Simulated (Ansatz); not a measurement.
Consider the following.

LiH (rock salt) is sheared across one {100} plane: the third cell vector gains the shift, so faults repeat every 6.0 Å. The cut lies between planes 2.00 Å apart; the cell height is held.

```yaml
crystal:
  lattice:
    - [2.83346, 0.00000, 0.00000]
    - [0.00000, 2.83346, 0.00000]
    - [1.41673, 1.41673, 6.01067]
  atoms:
    - { symbol: H, position: [0.00000, 0.00000, 0.83333] }
    - { symbol: H, position: [0.33333, 0.33333, 0.16667] }
    - { symbol: H, position: [0.66667, 0.66667, 0.50000] }
    - { symbol: Li, position: [0.50000, 0.50000, 0.83333] }
    - { symbol: Li, position: [0.83333, 0.83333, 0.16667] }
    - { symbol: Li, position: [0.16667, 0.16667, 0.50000] }
```

In-plane vectors a = (2.833, 0.000) Å, b = (0.000, 2.833) Å, area 8.03 Å². The shift is s times the vector a + b (length 4.007 Å), so s = 1 restores the start. Atoms relax along the normal only. γ = [E(shift) − E(0)] / area.

These are PBE (plane waves to 420 eV, PAW, scalar-relativistic; Ansatz, a program for electronic structure) values and carry that method's errors. k mesh 10×10×10 (Γ-centred), Fermi-Dirac smearing 0.05 eV. Energies are extrapolated to zero smearing. Faults lie only 6.0 Å apart, and holding the cell height raises γ above its relaxed value. LiH was relaxed with its symmetry unable to fall. The zero of γ is zero shift.

The scan covers s from 0.000 to 0.917 in 12 points.

Task: At which s is γ highest?

Result: s = 0.500.

Task: Does γ have a local minimum between the ends of the line, and at which s?

Result: No computed point is one.

Task: What is the highest γ among twelve even steps of s?

Result: 1.57 J/m².

(The slope of γ gives the shear force per area between the displaced halves; near zero shift its curvature is an elastic stiffness.)
